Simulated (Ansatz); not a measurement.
Input:

Relaxed Re (hcp, Mg type):

```xyz
2
Lattice="2.7579 0.0000 0.0000 -1.3789 2.3884 0.0000 0.0000 0.0000 4.4628" Properties=species:S:1:pos:R:3 pbc="T T T"
Re     0.0000     1.5923     3.3471
Re     1.3789     0.7961     1.1157
```

The atoms are displaced by Q × the pattern below (from a DFPT mode at Γ, largest move 1; Q in Å), at fixed cell. It is one choice among 2 degenerate patterns.

```json
[
 {"atom": "Re1", "x": "0.000", "y": "1.000", "z": "0.000"},
 {"atom": "Re2", "x": "0.000", "y": "-1.000", "z": "0.000"}
]
```

Computed with r2SCAN (plane waves to 500 eV, PAW, scalar-relativistic; Ansatz, an electronic-structure program). k mesh 19×19×11 (Γ-centred), Fermi-Dirac smearing 0.05 eV. The energy includes the smearing's −TS. With partly filled bands, energies and forces of such displacements shift with the k mesh and the smearing. Re is run without spin polarisation. Re was relaxed with its symmetry unable to fall. Spin-orbit coupling is left out, though Re is heavy. ΔE is measured from the undisplaced structure.

The scan covers Q from -0.180 to 0.180 Å in 13 points.

Which space group does the distorted structure have?

Cmcm (No. 63), lowered from P6_3/mmc.

Is the energy the same for displacements of ±0.180 Å, and if not, which side lies higher?

Not even: the positive side lies higher at ±0.180 Å.

What is the energy change at Q = 0.180 Å?

304 meV/cell.

What harmonic wavenumber does the curvature at Q = 0 give?

112 cm⁻¹.

(For displaced atoms, the force is minus the slope of the energy, and its curvature is a force constant, which sets phonon frequencies.)
